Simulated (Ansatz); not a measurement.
HfOs:
```cif
data_HfOs
_chemical_formula_sum 'Hf1 Os1'
_space_group_name_H-M_alt 'P 1'
_space_group_IT_number 1
_cell_length_a 3.20027
_cell_length_b 3.20027
_cell_length_c 3.20027
_cell_angle_alpha 90.000
_cell_angle_beta 90.000
_cell_angle_gamma 90.000
loop_
_space_group_symop_operation_xyz
  'x, y, z'
loop_
_atom_site_label
_atom_site_type_symbol
_atom_site_fract_x
_atom_site_fract_y
_atom_site_fract_z
_atom_site_occupancy
Hf1 Hf 0.00000 0.00000 0.00000 1
Os1 Os 0.50000 0.50000 0.50000 1
```

Relaxed with LDA.

Which orbitals make up the states near the Fermi level in LDA in the plane-wave PAW code Ansatz?

Within 0.5 eV of the Fermi level: Hf 5d 45 %, Os 5d 34 %, outside the projected shells 13 %. Projections are on Löwdin-orthogonalised atomic valence shells; empty p or d shells of many metals are not among them.

Tabulate the density of states.

States/eV per cell of 2 atoms, in 0.25 eV bins, energy from the Fermi level.

```tsv
E (eV)	total	Os 5d	Hf 5d	Os 6s
-7.85	0.15	0.00	0.00	0.06
-7.60	0.17	0.00	0.01	0.07
-7.35	0.20	0.01	0.01	0.08
-7.10	0.23	0.01	0.01	0.09
-6.85	0.27	0.01	0.02	0.10
-6.60	0.31	0.02	0.03	0.12
-6.35	0.38	0.04	0.05	0.13
-6.10	0.58	0.10	0.13	0.17
-5.85	1.12	0.28	0.36	0.26
-5.60	1.28	0.42	0.40	0.25
-5.35	1.54	0.62	0.48	0.24
-5.10	1.70	0.78	0.53	0.21
-4.85	1.79	0.95	0.57	0.09
-4.60	2.56	1.41	0.79	0.08
-4.35	2.48	1.38	0.77	0.09
-4.10	1.52	0.90	0.48	0.05
-3.85	1.12	0.74	0.30	0.03
-3.60	1.36	0.98	0.30	0.03
-3.35	4.27	3.08	1.07	0.03
-3.10	3.35	2.37	0.86	0.04
-2.85	2.19	1.54	0.56	0.04
-2.60	2.44	1.73	0.55	0.07
-2.35	3.06	2.19	0.61	0.13
-2.10	3.52	2.46	0.74	0.14
-1.85	3.16	2.15	0.72	0.08
-1.60	2.03	1.10	0.63	0.06
-1.35	1.66	0.96	0.45	0.05
-1.10	1.52	1.06	0.27	0.04
-0.85	0.58	0.26	0.18	0.03
-0.60	0.43	0.16	0.15	0.02
-0.35	0.36	0.12	0.14	0.02
-0.10	0.33	0.11	0.14	0.01
0.15	0.33	0.11	0.15	0.01
0.40	0.36	0.12	0.19	0.01
0.65	0.88	0.48	0.34	0.02
0.90	2.73	1.57	0.85	0.11
1.15	2.49	1.15	1.00	0.08
1.40	1.90	0.76	0.94	0.04
1.65	2.30	0.77	1.33	0.05
1.90	2.85	0.85	1.74	0.07
2.15	2.58	0.71	1.56	0.10
2.40	1.87	0.46	1.15	0.11
2.65	3.23	0.85	2.02	0.14
2.90	1.58	0.32	1.14	0.05
3.15	1.14	0.21	0.84	0.03
3.40	0.94	0.17	0.69	0.02
3.65	0.75	0.13	0.54	0.02
3.90	0.67	0.12	0.47	0.02
4.15	0.67	0.12	0.47	0.02
4.40	0.79	0.13	0.57	0.02
4.65	0.98	0.16	0.71	0.03
```

Space group Pm-3m (CsCl type). The workflow started from a Materials Project entry (that database holds measured and hypothetical structures alike); the Crystallography Open Database files this formula in space group No. 221, but the cells were not matched. Its standing as an ambient phase is unchecked. Symmetry was held in the LDA relaxation; of distortions, only those at the zone centre were tested. The run is not spin-polarised. Scalar-relativistic: spin–orbit coupling is off unless named, which matters more the heavier the elements.

Potentials: the later of the program's two PAW sets.
